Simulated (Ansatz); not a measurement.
Te3As2 in space group C2/m (No. 12; Pearson symbol mS20), DFT-LDA in the program Ansatz with PAW potentials. The conduction-band minimum lies at Y2, with 1 equivalent valley. Second derivatives d²E/dk² of the lowest band at one valley (eV·Å²), along Cartesian directions:

| direction | d²E/dk² |
|---|---|
| [100] | 95.84 |
| [010] | 4.985 |
| [001] | 58.57 |
| [110] | 50.56 |
| [101] | 7.893 |
| [011] | 31.84 |

Question: Find the principal effective masses, the density-of-states mass and the conductivity mass.

Answer: Off-diagonal terms follow from H_xy = H[110] − (H_xx + H_yy)/2, and m*/mₑ = 7.620 eV·Å² over each eigenvalue: 0.051, 1.4, 1.5. One valley's DOS mass (m₁m₂m₃)^(1/3) = 0.48, conductivity mass 3/(Σ 1/mᵢ) = 0.14 mₑ.

Question: What effective density of states Nc follows at 300 K for parabolic valleys?

Answer: Nc = 2.509e19 × 1 × (0.48)^(3/2) ≈ 8.3e18 cm⁻³.

The workflow started from a Materials Project entry (that database holds measured and hypothetical structures alike); the Crystallography Open Database files this formula in space group No. 12, but the cells were not matched. Whether it is the stable phase at ambient conditions was not checked. The cell was relaxed with LDA under the symmetry of its start; whether a distortion lowers the energy is not shown. A crystal of weakly bound chains computed without a dispersion correction: the cell and the soft elastic constants depend strongly on that. Scalar-relativistic: spin–orbit coupling is off unless named, which matters more the heavier the elements.

Potentials: the later of the program's two PAW sets.

Edges and masses are those of Kohn–Sham bands, whose gap is no quasiparticle gap.
